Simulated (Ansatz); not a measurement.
NiIrN2:
```yaml
crystal:
  lattice:
    - [1.51866, 0.87680, 5.76812]
    - [-1.51866, 0.87680, 5.76812]
    - [0.00000, -1.75360, 5.76812]
  atoms:
    - { symbol: Ir, position: [0.50000, 0.50000, 0.50000] }
    - { symbol: Ni, position: [0.00000, 0.00000, 0.00000] }
    - { symbol: N, position: [0.89579, 0.89579, 0.89579] }
    - { symbol: N, position: [0.10421, 0.10421, 0.10421] }
```

This is the PBE-relaxed structure.

**Question.** All from PBE (plane waves, PAW; program Ansatz), unless another level is named. Give the electronic character.

**Answer.** metallic (no gap).

**Question.** What about the formation energy from the elements (no fitted shifts)?

**Answer.** 0.71 eV/atom.

**Question.** Give the density of states at the Fermi level.

**Answer.** 1.0 states/eV per atom (mean over ±0.08 eV).

Space group R-3m. The start of the workflow was typed in or built on a structure type; neither database checked (COD, Materials Project) lists it. Its standing as an ambient phase is unchecked. Symmetry was held in the PBE relaxation; its stability against distortions is not shown here. The workflow began spin-polarised and lost its moments. Its formation energy is positive at this level, so the cell may be metastable or incomplete. The references are the lowest solids computed at this level, not always the standard phases (solids in place of the gases). Scalar-relativistic: spin–orbit coupling is off unless named, which matters more the heavier the elements.

Potentials: the earlier of the program's two PAW sets.
